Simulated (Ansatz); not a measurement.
BaTe:
```xyz
2
Lattice="0.0000 3.4332 3.4332 3.4332 0.0000 3.4332 3.4332 3.4332 0.0000" Properties=species:S:1:pos:R:3 pbc="T T T"
Ba     0.0000     0.0000     0.0000
Te     3.4332     3.4332     3.4332
```

Relaxed with LDA. Special points in fractions of this cell's reciprocal vectors: Γ (0.000, 0.000, 0.000); X (0.500, 0.000, 0.500); U (0.625, 0.250, 0.625); K (0.375, 0.375, 0.750); L (0.500, 0.500, 0.500); W (0.500, 0.250, 0.750).

Question: List the band energies nearest the valence-band maximum at these points for plane-wave PAW LDA (Ansatz code).

Answer: In eV from the valence-band maximum; about four levels below and three above (degenerate sets whole), none deeper than 8.9 eV; points with the same levels are listed once.

| k | below | above |
|---|---|---|
| Γ | 0.00 0.00 0.00 | 2.88 2.88 2.88 |
| X | -1.08 -0.35 -0.35 | 1.36 4.59 4.80 |
| U | -1.32 -1.03 -0.78 | 2.47 5.03 5.24 |
| L | -8.79 -2.38 -1.19 -1.19 | 4.10 4.87 5.00 5.00 |
| W | -1.35 -0.92 -0.92 | 3.44 3.44 4.98 |

Space group Fm-3m (rock salt). Symmetry was held in the LDA relaxation; of distortions, only those at the zone centre were tested. Scalar-relativistic: spin–orbit coupling is off unless named, which matters more the heavier the elements.

Potentials: the later of the program's two PAW sets.
